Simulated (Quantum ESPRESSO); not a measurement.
**Kohn-Sham bands of HgF2 (fluorite)**

```xyz
3
Lattice="0.0000 2.7782 2.7782 2.7782 0.0000 2.7782 2.7782 2.7782 0.0000" Properties=species:S:1:pos:R:3 pbc="T T T"
Hg     0.0000     0.0000     0.0000
F     -1.3891    -1.3891    -1.3891
F      1.3891     1.3891     1.3891
```

Structure: Materials Project mp-8177, symmetrised, not relaxed again. COD (Crystallography Open Database) has an entry of this formula and space group (matched by these alone). Method: PBEsol plane waves in Quantum ESPRESSO 7.5 (PseudoDojo norm-conserving files, 68 Ry, no spin polarisation, no spin-orbit coupling), Bloch states on a 10×10×10 mesh through Γ, Wannier90 4.0.1. Density: 10×10×10 mesh, cold smearing 0.01 Ry. Spin-orbit coupling is left out although heavy elements are present.

Q: List the Kohn-Sham levels between −8 and 3.8 eV relative to the valence-band maximum at the high-symmetry points, as a band run of pw.x on that density gives them (levels within 2 meV counted together).

A: 
| point | k (reciprocal lattice) | levels (eV) |
|---|---|---|
| Γ | 0.000 0.000 0.000 | -5.12 (×3), -3.24 (×2), -1.47 (×3), 0.00 (×3), 0.80 |
| X | 0.500 0.000 0.500 | -5.28, -3.79 (×2), -3.21 (×2), -3.08, -2.94, -2.63, -1.06, -0.21 (×2) |
| U | 0.625 0.250 0.625 | -4.94, -3.98, -3.97, -3.60, -3.55, -2.91, -2.46, -1.92, -1.37, -0.63, -0.21 |
| K | 0.375 0.375 0.750 | -4.94, -3.98, -3.97, -3.60, -3.55, -2.91, -2.46, -1.92, -1.37, -0.63, -0.21 |
| L | 0.500 0.500 0.500 | -4.67 (×2), -3.59, -3.15 (×2), -2.86, -2.61, -2.23 (×2), -0.10 (×2) |
| W | 0.500 0.250 0.750 | -4.63, -4.50, -3.77, -3.68 (×2), -2.93, -2.14, -1.51 (×2), -1.14, -0.13 |
